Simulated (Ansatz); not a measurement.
WC:
```yaml
crystal:
  lattice:
    - [0.00000, 2.33905, 2.33905]
    - [2.33905, 0.00000, 2.33905]
    - [2.33905, 2.33905, 0.00000]
  atoms:
    - { symbol: W, position: [0.00000, 0.00000, 0.00000] }
    - { symbol: C, position: [0.25000, 0.25000, 0.25000] }
```

Relaxed with r²SCAN. Special points in fractions of this cell's reciprocal vectors: Γ (0.000, 0.000, 0.000); X (0.500, 0.000, 0.500); U (0.625, 0.250, 0.625); K (0.375, 0.375, 0.750); L (0.500, 0.500, 0.500); W (0.500, 0.250, 0.750).

Question: List the band energies nearest the Fermi level at these points for r²SCAN with spin–orbit coupling (plane waves, PAW; program Ansatz).

Answer: In eV from the Fermi level; about four levels below and three above (degenerate sets whole), none deeper than 8.9 eV; points with the same levels are listed once.

| k | below | above |
|---|---|---|
| Γ | 0.00 0.00 0.00 0.00 | 2.83 2.83 7.91 7.91 7.91 7.91 |
| X | -2.83 -2.83 -2.17 -2.17 | 1.64 1.64 1.97 1.97 |
| U | -3.60 -3.60 -2.71 -2.46 | 0.36 0.70 1.81 |
| L | -5.42 -5.42 -5.18 -5.18 | 0.52 0.52 1.08 1.08 |
| W | -3.25 -2.67 -1.88 -0.10 | 0.37 1.79 1.88 |

Space group F-43m (zinc blende). The start of the workflow was typed in or built on a structure type; neither database checked (COD, Materials Project) lists it. It is not the phase usual at ambient conditions (space group No. 187). The r²SCAN relaxation kept the symmetry of its start; its stability against distortions is not shown here. The run is not spin-polarised. Its formation energy is positive at this level, so the cell may be metastable or incomplete.

Potentials: the later of the program's two PAW sets.
